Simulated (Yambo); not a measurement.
Yambo run on BaF2 (fluorite, space group Fm-3m, No. 225). The wavefunctions are norm-conserving PBEsol (Quantum ESPRESSO, 84 Ry, without SOC) ones on a 4×4×4 mesh (12 occupied bands); a = b = c = 4.336 Å, α = β = γ = 60.00°.

Yambo input:

```
rim_cut
gw0
dyson
el_el_corr
HF_and_locXC
ppa
em1d
RandQpts= 1000000
RandGvec= 1 Ry
EXXRLvcs= 84 Ry
VXCRLvcs= 336 Ry
Chimod= "HARTREE"
% BndsRnXp
 1 | 138 |
%
NGsBlkXp= 8 Ry
% LongDrXp
 1.0 | 1.0 | 1.0 |
%
PPAPntXp= 27.2114 eV
% GbndRnge
 1 | 138 |
%
GTermKind= "BG"
DysSolver= "n"
ExtendOut
% QPkrange
 1 | 1 | 12 | 13 |
 6 | 6 | 12 | 12 |
%
```

k points by index: 1 = Γ, 6 = (0, 0.25, -0.25).

The o-*.qp file then holds:

```
#    K-point    Band    Eo [eV]    E [eV]    E-Eo [eV]    Vxc [eV]    Vnlxc [eV]    Sc|Eo [eV]    Sc|E [eV]    dSc/dw|Eo [eV]    Re(Z)    Im(Z)
#
    1    12    -0.120877    -2.289043    -2.168165    -21.73550    -29.33978    4.885659    5.436108    -6.907795    0.797537    -0.001444
    1    13    6.857843    7.601060    0.743217    -7.859614    -3.853754    -3.170054    -3.262643    -3.389661    0.889230    -0.656963E-3
    6    12    0.000000    -2.147754    -2.147754    -21.96624    -29.49818    4.841894    5.384184    -6.870109    0.798419    -0.001374
```
(The two width columns are left out.) Convergence of these settings isn't established.

Geometry relaxed with PBEsol.
